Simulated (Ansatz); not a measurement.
CaTiO3:
```cif
data_Ca8O24Ti8
_chemical_formula_sum 'Ca8 Ti8 O24'
_space_group_name_H-M_alt 'Cmcm'
_space_group_IT_number 63
_space_group_name_Hall '-C 2c 2'
_cell_length_a 7.56888
_cell_length_b 7.64852
_cell_length_c 7.63966
_cell_angle_alpha 90.000
_cell_angle_beta 90.000
_cell_angle_gamma 90.000
loop_
_space_group_symop_operation_xyz
  'x, y, z'
  '-x, -y, -z'
  '-x, -y, z+1/2'
  'x, y, -z+1/2'
  'x, -y, -z'
  '-x, y, z'
  '-x, y, -z+1/2'
  'x, -y, z+1/2'
  'x+1/2, y+1/2, z'
  '-x+1/2, -y+1/2, -z'
  '-x+1/2, -y+1/2, z+1/2'
  'x+1/2, y+1/2, -z+1/2'
  'x+1/2, -y+1/2, -z'
  '-x+1/2, y+1/2, z'
  '-x+1/2, y+1/2, -z+1/2'
  'x+1/2, -y+1/2, z+1/2'
loop_
_atom_site_label
_atom_site_type_symbol
_atom_site_symmetry_multiplicity
_atom_site_Wyckoff_symbol
_atom_site_fract_x
_atom_site_fract_y
_atom_site_fract_z
_atom_site_occupancy
Ca1 Ca 4 c 0.00000 0.48471 0.25000 1
Ca2 Ca 4 c 0.00000 0.00921 0.75000 1
Ti1 Ti 8 d 0.25000 0.25000 0.00000 1
O1 O 8 g 0.20332 0.25507 0.25000 1
O2 O 8 f 0.00000 0.70717 0.04511 1
O3 O 8 e 0.20400 0.00000 0.00000 1
```
(The calculation used a cell of 20 atoms; values per cell refer to that cell.)

Relaxed with PBEsol. PBEsol in the plane-wave PAW code Ansatz gives a gap of 2.18 eV.

What gap does HSE06 give on the same cell (Ansatz, PAW)?

3.70 eV, 1.52 eV more. The hybrid was solved on a coarser mesh and at special points; the gap given is the minimum over both.

```csv
k,v1 PBEsol,c1 PBEsol,v1 HSE06,c1 HSE06
Γ,-0.03,2.18,-0.02,3.70
Z,-0.34,2.38,[?],[?]
S,-0.41,3.08,[?],[?]
R,-0.40,3.57,[?],[?]
Y,-0.11,2.29,[?],[?]
T,-0.52,3.19,-0.56,4.77
```

Top valence (v1) and lowest conduction level (c1) in eV from each method's valence maximum (which need not be a listed point): supply the withheld HSE06 values.


- Y, v1 HSE06: -0.12
- Y, c1 HSE06: 3.83
- S, v1 HSE06: -0.43
- S, c1 HSE06: 4.67
- Z, v1 HSE06: -0.38
- Z, c1 HSE06: 3.91
- R, v1 HSE06: -0.43
- R, c1 HSE06: 5.21

Cost on shared cores: the PBEsol run (SCF on a 5×5×4 mesh, then bands and DOS) about 6 core-minutes (a rough figure), the HSE06 run (SCF on 3×3×2, then a few points) roughly 10 core-minutes; the tasks are unlike.

The workflow started from a Materials Project entry (that database holds measured and hypothetical structures alike); the Crystallography Open Database copy checked does not list it. COD files the formula under space group No. 11, 62, 65, 140, 221. Its standing as an ambient phase is unchecked. The PBEsol relaxation kept the symmetry of its start. At this level the phase is dynamically unstable (imaginary phonons). No spin polarisation was allowed.

Potentials: the later of the program's two PAW sets.
